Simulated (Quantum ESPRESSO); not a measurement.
```
CELL_PARAMETERS angstrom
      4.19568     0.00000     0.00000
     -2.09784     3.63357     0.00000
      0.00000     0.00000     7.10573
ATOMIC_POSITIONS crystal
  Mg 0.00000 0.00000 0.00000
  I  0.33333 0.66667 0.23408
  I  0.66667 0.33333 0.76592
```
Geometry: a computed entry of the Materials Project; it was not checked against measured cells. It is MgI2 in P-3m1; whether this form has been observed was not checked. Stability against distortions was not tested. The layers lie 3.8 Å apart; this gap hangs on dispersion, and neither it nor the stacking was checked against the measured crystal.

With PBE (a modified build of Quantum ESPRESSO; gradients by PAW reconstruction on its ground state; JTH PAW datasets, 20 Ha):

| quantity | PBE |
|---|---|
| Vzz I (a.u.) | -0.579 |

Cores are frozen. I had no test against all-electron runs. Spin–orbit coupling is left out, a limit on I. Static lattice: thermal averaging is not included.

Q: What does the LDA, on its own JTH datasets and the same geometry, give?

A: 
| quantity | LDA | LDA − PBE |
|---|---|---|
| Vzz I (a.u.) | -0.592 | -0.013 |

As single numbers, gradients under 0.02 a.u. lie near what cutoff and mesh leave (some 0.003 a.u. in our sweeps).
